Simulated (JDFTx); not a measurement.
An input for a modified build of JDFTx (Nb(110), linear PCM (GLSSA13), water, 1 M NaF; bohr, hartree) and the course of its log:

```
lattice \
  6.2694120828 3.1347060414 0.0000000000 \
  0.0000000000 4.4331437969 0.0000000000 \
  0.0000000000 0.0000000000 43.4637008664
coords-type Lattice
ion Nb 0.5000000000 0.0000000000 -0.1529946960 0
ion Nb 0.0000000000 0.0000000000 -0.0509982320 0
ion Nb 0.5000000000 0.0000000000 0.0509982320 0
ion Nb 0.0000000000 0.0000000000 0.1529946960 0
ion-species pseudo/nb_pbe_v1.upf
elec-cutoff 20 100
elec-ex-corr gga-PBE
coulomb-interaction Slab 001
coulomb-truncation-embed 0 0 0
kpoint-folding 10 10 1
elec-smearing Fermi 0.01
elec-n-bands 37
target-mu -0.166842
electronic-scf nIterations 100 energyDiffThreshold 1e-07
fluid LinearPCM
pcm-variant GLSSA13
fluid-solvent H2O
fluid-cation Na+ 1
fluid-anion F- 1
fluid-minimize nIterations 400 knormThreshold 1e-11
wavefunction read f0.wfns
elec-initial-eigenvals f0.eigenvals
elec-initial-fillings read f0.fillings
fluid-initial-state f0.fluidState
dump-name f0_u0.$VAR
dump End State Ecomponents EigStats BandEigs Forces ElecDensity IonicPositions Fillings Kpoints Dtot FluidDebug BoundCharge FluidDensity
```

```
[one cycle in 5 is shown, and the last three; fluid-solver lines are left out]
	FillingsUpdate:  mu: -0.166842000  nElectrons: 49.126291
SCF: Cycle:  0   G: -216.456554727967784   dG: +3.828e+00   |Residual|: 1.448e-01   |deigs|: 6.817e-12
	FillingsUpdate:  mu: -0.166842000  nElectrons: 51.532618
SCF: Cycle:  5   G: -220.214396683384734   dG: -1.201e-02   |Residual|: 2.126e-02   |deigs|: 8.726e-04
	FillingsUpdate:  mu: -0.166842000  nElectrons: 50.746542
SCF: Cycle: 10   G: -219.625521396762821   dG: +4.213e-01   |Residual|: 6.138e-02   |deigs|: 3.176e-03
	FillingsUpdate:  mu: -0.166842000  nElectrons: 50.916895
SCF: Cycle: 15   G: -219.926387707099423   dG: +9.975e-02   |Residual|: 4.664e-02   |deigs|: 1.026e-03
	FillingsUpdate:  mu: -0.166842000  nElectrons: 49.789497
SCF: Cycle: 20   G: -218.553930341355283   dG: -4.126e-01   |Residual|: 1.033e-01   |deigs|: 1.384e-03
	FillingsUpdate:  mu: -0.166842000  nElectrons: 49.726111
SCF: Cycle: 25   G: -218.871464193192537   dG: -4.754e-01   |Residual|: 9.788e-02   |deigs|: 1.665e-03
	FillingsUpdate:  mu: -0.166842000  nElectrons: 48.147184
SCF: Cycle: 30   G: -215.606958791987608   dG: -1.208e+01   |Residual|: 1.805e-01   |deigs|: 1.809e-02
	FillingsUpdate:  mu: -0.166842000  nElectrons: 51.630689
SCF: Cycle: 35   G: -220.280445349088922   dG: -6.976e-01   |Residual|: 1.662e-02   |deigs|: 1.052e-02
	FillingsUpdate:  mu: -0.166842000  nElectrons: 49.164374
SCF: Cycle: 40   G: -218.205423173980734   dG: +9.194e-01   |Residual|: 1.237e-01   |deigs|: 3.724e-03
	FillingsUpdate:  mu: -0.166842000  nElectrons: 52.996315
SCF: Cycle: 45   G: -219.223739507522282   dG: +8.401e-02   |Residual|: 7.908e-02   |deigs|: 5.546e-04
	FillingsUpdate:  mu: -0.166842000  nElectrons: 52.860024
SCF: Cycle: 50   G: -219.388028333427826   dG: -5.844e-02   |Residual|: 7.225e-02   |deigs|: 4.305e-04
	FillingsUpdate:  mu: -0.166842000  nElectrons: 49.937463
SCF: Cycle: 55   G: -219.093748751493081   dG: +4.744e-02   |Residual|: 8.731e-02   |deigs|: 3.312e-04
	FillingsUpdate:  mu: -0.166842000  nElectrons: 48.158830
SCF: Cycle: 60   G: -216.123436258389944   dG: +2.029e+00   |Residual|: 1.701e-01   |deigs|: 5.767e-03
	FillingsUpdate:  mu: -0.166842000  nElectrons: 49.712096
SCF: Cycle: 65   G: -219.411836209542287   dG: -5.116e-01   |Residual|: 8.216e-02   |deigs|: 2.612e-03
	FillingsUpdate:  mu: -0.166842000  nElectrons: 49.258238
SCF: Cycle: 70   G: -218.895968380454775   dG: +1.144e+00   |Residual|: 1.026e-01   |deigs|: 7.207e-03
	FillingsUpdate:  mu: -0.166842000  nElectrons: 44.233812
SCF: Cycle: 75   G: -203.274984828286961   dG: +1.704e+01   |Residual|: 3.546e-01   |deigs|: 4.401e-02
	FillingsUpdate:  mu: -0.166842000  nElectrons: 47.533873
SCF: Cycle: 80   G: -216.257344219101554   dG: +3.915e+00   |Residual|: 1.788e-01   |deigs|: 1.822e-02
	FillingsUpdate:  mu: -0.166842000  nElectrons: 52.828289
SCF: Cycle: 85   G: -219.139085574901884   dG: +7.961e-01   |Residual|: 1.040e-01   |deigs|: 6.169e-03
	FillingsUpdate:  mu: -0.166842000  nElectrons: 50.949176
SCF: Cycle: 90   G: -220.310092601592999   dG: -3.053e+00   |Residual|: 9.770e-03   |deigs|: 1.818e-02
	FillingsUpdate:  mu: -0.166842000  nElectrons: 47.912571
SCF: Cycle: 95   G: -217.040952532662629   dG: +3.260e+00   |Residual|: 1.563e-01   |deigs|: 2.151e-02
	FillingsUpdate:  mu: -0.166842000  nElectrons: 45.647883
SCF: Cycle: 97   G: -210.111881168356433   dG: +5.520e+00   |Residual|: 2.741e-01   |deigs|: 1.040e-02
	FillingsUpdate:  mu: -0.166842000  nElectrons: 47.158902
SCF: Cycle: 98   G: -214.964620579585613   dG: -4.853e+00   |Residual|: 1.967e-01   |deigs|: 9.887e-03
	FillingsUpdate:  mu: -0.166842000  nElectrons: 46.430468
SCF: Cycle: 99   G: -212.781870386505915   dG: +2.183e+00   |Residual|: 2.344e-01   |deigs|: 4.836e-03
SCF: None of the convergence criteria satisfied after 100 iterations.
IonicMinimize: Iter:   0  G: -212.781870386505915  |grad|_K:  0.000e+00
IonicMinimize: Converged (|grad|_K<1.000000e-04).
```

This run gave no converged result. The electronic loop ended without meeting its threshold, so the last energy, electron count and forces aren't results.
